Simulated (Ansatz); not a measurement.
ZrRh (CsCl type, Pm-3m), LDA in the plane-wave PAW code Ansatz, all energies at zero smearing, with the estimated change up to a 700 eV cutoff added, with one set of potentials and settings (totals compare only within such a set). Cell of 2 atoms (1 Rh, 1 Zr): -10357.636 eV.

```csv
element,reference phase,E (eV/atom)
Rh,"Fm-3m, 1 atoms in the cell",-6278.6507
Zr,"P6/mmm, 3 atoms in the cell",-4077.4793
```

Formation energy per atom, worked out: (-10357.636 − 1×(-6278.6507) − 1×(-4077.4793))/2 = -0.753 eV/atom (-73 kJ per mol of atoms), at 0 K, without zero-point energy or fitted corrections.

The workflow started from an entry of the Crystallography Open Database (COD), which files this formula under 2 space groups. Its standing as an ambient phase is unchecked. The LDA relaxation kept the symmetry of its start; of distortions, only those at the zone centre were tested. The run is not spin-polarised. The references are the lowest solids computed at this level, not always the standard phases.

Potentials: the later of the program's two PAW sets.
